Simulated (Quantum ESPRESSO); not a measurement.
# Moving one atom in Al3CuIr2TaV

These are calculations, not measurements. They come from Quantum ESPRESSO 7.5, a public plane-wave density functional program. Each row is one single-point run on a made-up periodic cell of eight metal atoms, with elements, volume, strain and displacements drawn at random and not relaxed, so a cell may be unstable or far from any real phase. There is no spin polarisation or spin-orbit coupling.

Settings: PBE unless stated; PseudoDojo standard norm-conserving files; Fermi-Dirac width 0.25 eV, which means electrons at about 2900 K; cutoff 1252 eV; 5 x 5 x 5 k mesh shifted half a step off Gamma. E is the free energy of the whole cell (internal energy minus TS), so a -TS column is already part of it. Stress is positive in tension, and the pressure P is minus a third of its trace.

Checks: one run of this series was repeated at a higher cutoff and on a denser mesh, which moved values by no more than 0.007 eV, 0.05 GPa and 0.006 eV/Å, and a second program with other atomic files agreed on it to 2 % rms in force and 0.5 GPa in pressure. Known limits: the copper pseudopotential is less sure than most, with forces differing by about three percent and pressure by about two GPa from a second method on plain copper; heavy elements are run without spin-orbit coupling, which real alloys of them have; a spin test at this wide smearing found no moment, but such smearing suppresses magnetism that the real alloy may have.

The lattice is face-centred cubic, and the cell vectors in Å are (0.094, 3.840, 3.801); (3.892, 0.029, 3.866); (3.899, 3.912, 0.022), a volume of 113.59 Å³. The elements on sites 1 to 8 are Ta Cu Ir Al Ir V Al Al. The runs move the Ir atom on site 3 by u along z from its drawn, already displaced place and keep all else fixed. Forces are on that atom, and E is counted from run 5.

| run | u (Å) | Fx (eV/Å) | Fy (eV/Å) | Fz (eV/Å) | P (GPa) | E (meV) |
|---|---|---|---|---|---|---|
| 1 | -0.1178 | -0.576 | -0.509 | 0.868 | 9.92 | 56.2 |
| 2 | -0.0753 | ? | ? | ? | ? | ? |
| 3 | -0.0414 | -0.604 | -0.386 | 0.351 | 9.51 | 10.2 |
| 4 | -0.0261 | -0.617 | -0.366 | 0.257 | 9.48 | 5.5 |
| 5 | 0.0141 | -0.660 | -0.320 | 0.020 | 9.42 | 0.0 |
| 6 | 0.0543 | -0.721 | -0.285 | -0.207 | 9.44 | 3.8 |
| 7 | 0.1150 | -0.845 | -0.251 | -0.548 | 9.64 | 26.6 |

## Worked fit

A parabola through the runs shown gives Fz = 0.101 - 6.04 u + 3.8 u² eV/Å, with an error of 0.04 on the linear term and a scatter of 0.008 eV/Å. Minus its integral from run 1 to run 7 is -29 meV, and the table's energies differ by -30 meV.

## Withheld run

Question: what Fz should run 2 give?

The fit gives 0.577 ± 0.009 eV/Å. The calculation gave 0.570 eV/Å.
